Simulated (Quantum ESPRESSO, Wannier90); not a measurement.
**Wannierisation of TaS₂ (R3m)**

```
begin unit_cell_cart
ang
   -1.6688151367    2.8904726053    0.0000000000
   -3.3376302735    0.0000000000    0.0000000000
   -1.6688151367    0.9634908684    6.3284130000
end unit_cell_cart
begin atoms_frac
Ta  -0.1667500000 -0.1667500000 -0.4997500000
S    0.4181970000  0.4181970000 -0.2545910000
S   -0.4184430000 -0.4184430000  0.2553290000
end atoms_frac
```

Structure: Materials Project mp-10014, symmetrised, not relaxed again. Not found in the COD (Crystallography Open Database) copy used, which has the formula in other groups; not checked further. Computed values, not measurements, from PBEsol: Quantum ESPRESSO (norm-conserving PseudoDojo potentials, cutoff 47 Ry, spinors with spin-orbit coupling) on a Γ-centred 8×8×8 mesh, then Wannier90. Density: 10×10×10 mesh, cold smearing 0.01 Ry. The cell is built of weakly bound layers, chains or molecules. Database cells relaxed without dispersion often hold them too far apart, which can enlarge gaps and weakens couplings between them; spacing and stacking were not compared with the measured crystal.

A tight-binding model is made by disentanglement and projection with no localisation steps (num_iter = 0), so the 22 orbitals stay atom-like: hydrogen-like Ta: d; S: p, axes along x, y, z; frozen window up to 3.00 eV relative to the Fermi level. It follows pw.x to 2.1 meV rms for states up to 1.0 eV relative to the Fermi level. Matrix elements depend on this choice of orbitals and windows.

Question: What are the on-site energies relative to the Fermi level, and how fast do the hoppings decay?

Answer: 
```
atom                   orbitals  energy (eV)
----  -------------------------  -----------
Ta1                   dz2↑ dz2↓         0.97
Ta1         dxz↑ dxz↓ dyz↑ dyz↓         2.30
Ta1   dx2-y2↑ dx2-y2↓ dxy↑ dxy↓         1.04
S2                      pz↑ pz↓        -1.66
S2              px↑ px↓ py↑ py↓        -1.58
S3                      pz↑ pz↓        -1.66
S3              px↑ px↓ py↑ py↓        -1.58
```

```csv
distance of the centres (Å),largest modulus (eV)
2–3,1.7
3–4,1.2
4–5,0.22
5–6,0.094
6–7,0.067
7–8,0.016
8–9,0.014
9–10,0.013
10–11,0.0085
```

Effective spin-orbit constants λ of λ L·S, from the same-site elements px↑–py↑ (λ/2) and dx2-y2↑–dxy↑ (λ), where they are among the larger elements: Ta1 d 0.24 eV.
